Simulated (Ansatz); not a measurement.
CsBrF6 in space group R-3 (No. 148; Cs on 3b, Br on 3a, F on 18f), the program Ansatz at the LDA level (PAW). The conduction-band minimum lies at L, with 3 equivalent valleys. Second derivatives d²E/dk² of the lowest band at one valley (eV·Å²), along Cartesian directions:

| direction | d²E/dk² |
|---|---|
| [100] | 3.736 |
| [010] | 2.352 |
| [001] | 3.172 |
| [110] | 2.786 |
| [101] | 3.071 |
| [011] | 2.059 |

Problem. Find the principal effective masses, the density-of-states mass and the conductivity mass.

Solution. Off-diagonal terms follow from H_xy = H[110] − (H_xx + H_yy)/2, and m*/mₑ = 7.620 eV·Å² over each eigenvalue: 1.9, 2.2, 4.1. One valley's DOS mass (m₁m₂m₃)^(1/3) = 2.6, conductivity mass 3/(Σ 1/mᵢ) = 2.5 mₑ.

Problem. What effective density of states Nc follows at 300 K for parabolic valleys?

Solution. Nc = 2.509e19 × 3 × (2.6)^(3/2) ≈ 3.2e20 cm⁻³.

The first step of the workflow began from a Materials Project structure, measured or hypothetical; the Crystallography Open Database files this formula in space group No. 148, but the cells were not matched. Its standing as an ambient phase is unchecked. The LDA relaxation kept the symmetry of its start; whether a distortion lowers the energy is not shown. Spin–orbit coupling is left out wherever it is not named.

Potentials: the later of the program's two PAW sets.

Edges and masses are those of Kohn–Sham bands, whose gap is no quasiparticle gap.
